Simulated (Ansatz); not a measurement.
MgB$_{3}$N$_{3}$:
Space group C2 (No. 5); a = 7.482 Å, b = 4.320 Å, c = 15.113 Å, α = 90.00°, β = 90.75°, γ = 90.00°

| atom | site | symmetry | x | y | z |
|---|---|---|---|---|---|
| B | 2b | 2 | 0.5000 | 0.6321 | 0.5000 |
| N | 2b | 2 | 0.5000 | 0.9655 | 0.5000 |
| N | 2a | 2 | 0.0000 | 0.8234 | 0.0000 |
| B | 2a | 2 | 0.0000 | 0.1565 | 0.0000 |
| B | 4c | 1 | 0.3334 | 0.1322 | 0.5000 |
| N | 4c | 1 | 0.3333 | 0.4655 | 0.5000 |
| N | 4c | 1 | 0.1667 | 0.3234 | 0.0000 |
| B | 4c | 1 | 0.3334 | 0.1568 | 0.0000 |
| Mg | 4c | 1 | 0.1672 | 0.3084 | 0.2499 |
(The calculation used a cell of 14 atoms; values per cell refer to that cell.)

Relaxed at zero pressure with r²SCAN in the plane-wave PAW code Ansatz.

Question: The volume is lowered by 9 % and shape and atoms relax at that volume. What pressure results, and how do the axes share the change?

Answer: 1.1 GPa; a -0.2 %, b -0.2 %, c -8.6 %; the energy rises by 5 meV/atom.

Question: Give the new structure.

Answer: 
Space group C2 (No. 5); a = 7.4665 Å, b = 4.3108 Å, c = 13.8093 Å, α = γ = 90.00°, β = 90.79°

| atom | site | symmetry | x | y | z |
|---|---|---|---|---|---|
| B | 2a | 2 | 0.0000 | 0.1324 | 0.0000 |
| N | 2a | 2 | 0.0000 | 0.4657 | 0.0000 |
| N | 2b | 2 | 0.5000 | 0.3229 | 0.5000 |
| B | 2b | 2 | 0.5000 | 0.6559 | 0.5000 |
| B | 4c | 1 | 0.3334 | 0.1325 | 0.0000 |
| N | 4c | 1 | 0.3333 | 0.4658 | 0.0000 |
| N | 4c | 1 | 0.1667 | 0.3229 | 0.5000 |
| B | 4c | 1 | 0.3335 | 0.1564 | 0.5000 |
| Mg | 4c | 1 | 0.1675 | 0.3089 | 0.7500 |

The phase is kept; no other phase was compared at this pressure.

The start of the workflow was typed in or built on a structure type; neither database checked (COD, Materials Project) lists it. Its standing as an ambient phase is unchecked. The cell was relaxed with r²SCAN under the symmetry of its start; whether a distortion lowers the energy is not shown. The volume moved by 110 % from the start of the relaxation.

Potentials: the earlier of the program's two PAW sets.
